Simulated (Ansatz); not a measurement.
## Data sheet: NbN (DFT)

NbN:
```xyz
4
Lattice="2.9427 0.0000 0.0000 -1.4713 2.5484 0.0000 0.0000 0.0000 5.4733" Properties=species:S:1:pos:R:3 pbc="T T T"
Nb     1.4713     0.8495     4.1050
Nb     0.0000     1.6990     1.3683
N      0.0000     0.0000     2.7366
N      0.0000     0.0000     0.0000
```

Space group P6_3/mmc (No. 194), NiAs type; conventional cell a = b = 2.9427 Å, c = 5.4733 Å, α = β = 90.00°, γ = 120.00°.

Method: plane-wave PAW LDA (Ansatz code). The cell and atoms are relaxed at this level. Other levels are named where they apply.

Cell and energy:

* **Volume per atom**: 10.26 Å³
* **Density**: 8.65 g/cm³
* **Formation energy from the elements (no fitted shifts)**: -144 kJ/mol of atoms

Electronic structure:

Electronic character: metallic (no gap)
Density of states at the Fermi level: 0.19 states/eV per atom (mean over ±0.08 eV)

Mechanics:

- Bulk modulus (Birch–Murnaghan fit) = 358 GPa
- Pressure derivative B′ = 4.3
- Elastic constants (relaxed ions, GPa) = C11 = 646, C12 = 234, C13 = 194, C33 = 691, C44 = 223
- Mechanical stability = stable (all eigenvalues of C positive)
- Hill bulk and shear moduli = 359 and 221 GPa
- Young's modulus = 549 GPa
- Poisson's ratio = 0.24
- Debye temperature from the elastic constants = 768 K

Phonons:

* **Highest zone-centre frequency**: 674 cm^-1
* **Zone-centre stability**: no imaginary mode at Γ

The first step of the workflow began from a Materials Project structure, measured or hypothetical; the Crystallography Open Database files this formula in space group No. 194, but the cells were not matched. It is not the phase usual at ambient conditions (space group No. 225). The cell was relaxed with LDA under the symmetry of its start. The run is not spin-polarised. As this level gives no gap, shear constants depend on the k-mesh and smearing (Fermi–Dirac, 0.1 eV here). As this level gives no gap, phonon frequencies hold no LO–TO term and depend on the k-mesh and smearing (Fermi–Dirac, 0.1 eV here). The references are the lowest solids computed at this level, not always the standard phases (solids in place of the gases). Spin–orbit coupling is left out wherever it is not named.

Potentials: the later of the program's two PAW sets.
